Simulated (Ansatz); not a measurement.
Relaxed candidate structures of GaN:

A. Fm-3m (No. 225), cF8, rock salt type; a = 4.219 Å, b = 4.219 Å, c = 4.219 Å, α = 90.00°, β = 90.00°, γ = 90.00°; N 4a (0.000, 0.000, 0.000); Ga 4b (0.500, 0.500, 0.500)

B. P4₂/mnm (No. 136), tP8; a = 5.4704 Å, b = 5.4704 Å, c = 3.1829 Å, α = 90.00°, β = 90.00°, γ = 90.00°; Ga 4g (0.179, 0.179, 0.500); N 4f (0.318, 0.318, 0.000)

C. Pm-3n (No. 223), cP12; a = 5.5131 Å, b = 5.5131 Å, c = 5.5131 Å, α = 90.00°, β = 90.00°, γ = 90.00°; Ga 6c (0.000, 0.500, 0.250); N 6d (0.000, 0.250, 0.500)

D. P6₄22 (No. 181), hP6; a = b = 3.1251 Å, c = 7.3587 Å, α = β = 90.00°, γ = 120.00°; Ga 3d (0.500, 0.000, 0.500); N 3c (0.500, 0.000, 0.000)

E. R3m, hexagonal axes (No. 160), hR8; a = b = 3.1814 Å, c = 31.1389 Å, α = β = 90.00°, γ = 120.00°; Ga 3a (0.000, 0.000, 0.136); Ga 3a (0.000, 0.000, 0.969); Ga 3a (0.000, 0.000, 0.553); Ga 3a (0.000, 0.000, 0.719); N 3a (0.000, 0.000, 0.199); N 3a (0.000, 0.000, 0.032); N 3a (0.000, 0.000, 0.615); N 3a (0.000, 0.000, 0.782)

Q: Order them by energy per atom (lowest first) at the level PBEsol (plane waves to 420 eV, PAW, scalar-relativistic; Ansatz, a first-principles code).

A: E (reference), B (+54 meV/atom), C (+161 meV/atom), D (+348 meV/atom), A (+425 meV/atom)

Q: Give each candidate's band gap.

A: No candidate is metallic. A: 0.54 eV (no spin-orbit coupling); B: 1.87 eV (no spin-orbit coupling); C: 1.56 eV (no spin-orbit coupling); D: 1.47 eV (no spin-orbit coupling); E: 1.78 eV (no spin-orbit coupling).

The lowest structure calculated, P6₃mc, hP4, wurtzite type, is not among these; it lies under 0.01 eV/atom below the lowest of them.  1 generated cell of layers, chains or molecules, poorly bound without dispersion, is left out. Each run could gain symmetry but not lose that of its start, so entries can be saddle points. From databases, or of a type measured for this composition: Fm-3m, cF8, rock salt type; the others are generated cells (placed on structure types, drawn at random, substituted or restacked) that were not matched to a known phase here. Energies are at zero temperature and pressure, without zero-point motion. No spin polarisation in the result. Gaps of cells over 8 atoms come from the SCF mesh and high-symmetry points alone.
